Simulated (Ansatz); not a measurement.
**What DFT gives for SiO2**

```
Si O
1.0
     4.14120    0.00000    0.00000
     0.00000    4.14120    0.00000
     0.00000    0.00000    2.64247
Si O
2 4
Direct
  0.00000 0.00000 0.00000
  0.50000 0.50000 0.50000
  0.30615 0.30615 0.00000
  0.19385 0.80615 0.50000
  0.69385 0.69385 0.00000
  0.80615 0.19385 0.50000
```

Single point in Ansatz 0.2.0 with r2SCAN, no spin polarisation. Cutoff 500 eV, PAW datasets, 6×6×10 Γ-centred k mesh, fermi-dirac filling (width 0.1 eV).

(1) Which atom feels the largest force, and which way?

(2) What is the formation energy?

(3) Is the cell too large or too small?

(4) What is the character of the valence top and the conduction bottom?

(5) Is there a gap, and of what kind?

Origin: a database entry at a rescaled volume. Caveats: atoms or cell far from equilibrium.

Answers

(1) The largest is on O4 (and as large on other atoms): 0.24 eV/Å, components (0.17, -0.17, 0.00). It makes 131° with the line to a nearest neighbour, Si1 at 1.74 Å.

(2) -2.87 eV an atom against the elements' usual phases (free molecules for gases, crystals otherwise, with no correction for O₂ or N₂), so it is bound against them; other compounds may still compete. Relaxing would lower it.

(3) The pressure is 11.2 GPa (compression positive), so with the atoms held at these fractions the cell would first expand. The principal stresses 10.5, 10.5, 12.5 GPa differ, so its shape would change too.

(4) Within 0.7 eV of the edges, the states project mainly on O p (98 %) below the gap and on Si s (51 %) and O s (36 %) above it.

(5) The gap is 7.10 eV, direct at the points sampled. A semilocal functional usually gives too small a gap.
